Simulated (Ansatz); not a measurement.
**Energy landscape near a SrCa structure**

The calculation used Ansatz 0.2.0, DFT PBEsol, scalar-relativistic, plane waves, PAW.

Cutoff 420 eV; k points 12×12×12 on the computed 2-atom cell (Γ-centred); Gaussian smearing, width 0.10 eV; no spin polarisation.

Reference cell:

```
CELL_PARAMETERS angstrom
2.06737 1.19360 6.73499
-2.06737 1.19360 6.73499
0.00000 -2.38720 6.73499
ATOMIC_POSITIONS crystal
Sr 0.50000 0.50000 0.50000
Ca 0.00000 0.00000 0.00000
```

Each variant moves atoms of this cell by the vectors given, if any (Å), and then applies a symmetric strain (tensor components, Cartesian axes). The reference cell isn't relaxed at this level. Energies are per atom at zero smearing, counted from the lowest variant. Pressure is positive in compression.

1. strain (xx yy zz yz xz xy, %) 1.63 1.63 -4.37 0.00 0.00 0.00
2. strain (xx yy zz yz xz xy, %) -4.42 -4.42 -2.93 0.00 0.00 0.00
3. strain (xx yy zz yz xz xy, %) -2.11 -2.11 -3.61 0.00 0.00 0.00

```csv
result,ΔE (meV/atom),P (GPa)
A,3.1,0.59
B,15.8,-0.81
C,0.0,-0.01
```

Task: Which variant gave which result?

Result: A is 2, B is 1, C is 3. The pressure falls as the cell grows: from the smallest volume to the largest the variants are 2, 3, 1.